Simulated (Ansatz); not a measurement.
**Two inputs for Ca₇ZrN₆**

Cell: a Materials Project structure (computed, not necessarily an observed phase), atoms as given.

Space group Ibam (No. 72); a = 6.3960, b = 11.7944, c = 13.0746 Å.

```csv
site,Wyckoff,site symmetry,x,y,z
Ca1,8j,..m,0.7809,0.4579,0.5000
Ca5,16k,1,0.6128,0.2721,0.8787
Ca13,4b,222,0.5000,0.0000,0.2500
Zr,4a,222,0.0000,0.0000,0.2500
N17,16k,1,0.2008,0.8914,0.1707
N25,8j,..m,0.3790,0.8430,0.5000
```

One atom of each set is listed; the run and its k-mesh use a cell of 28 atoms with edges of 9.37, 9.37, 9.37 Å.

Reference run. Computed with Ansatz: DFT, PBE, plane waves and PAW, scalar-relativistic, 420 eV cutoff, Γ-centred 5×5×5 k-points, Fermi–Dirac smearing 0.02 eV.

**Question.** The input is changed as follows: `scf.lower_state_search`: not typed → standard; `accuracy`: not typed → medium; `basis.ecutwfc`: not typed → 300 eV. What happens to V_zz (10²¹ V/m²) and η?

**Answer.** 

```csv
site,V_zz reference,η reference,V_zz changed,η changed
Ca1,5.23,0.61,5.21,0.61
Ca5,-4.28,0.31,-4.25,0.31
Ca13,-5.54,0.38,-5.54,0.38
Zr,9.24,0.10,9.09,0.10
N17,-3.31,0.85,-3.09,0.86
N25,0.65,0.85,0.63,0.85
```

The largest change of V_zz is on N17, from -3.31 to -3.09. In per cent, |V_zz| changes by -1 to 0 on Ca, -2 on Zr, -7 to -4 on N (all sites that start above 0.5). SCF iterations: 7 and 7. New warnings: cutoff below recommended. In the changed run the cutoff of 300 eV lies below the one recommended for these PAW files, so its values aren't converged ones.

On the reference run: Without spin–orbit coupling (the program notes it for Zr) the gradients can shift somewhat, as the gap is small.
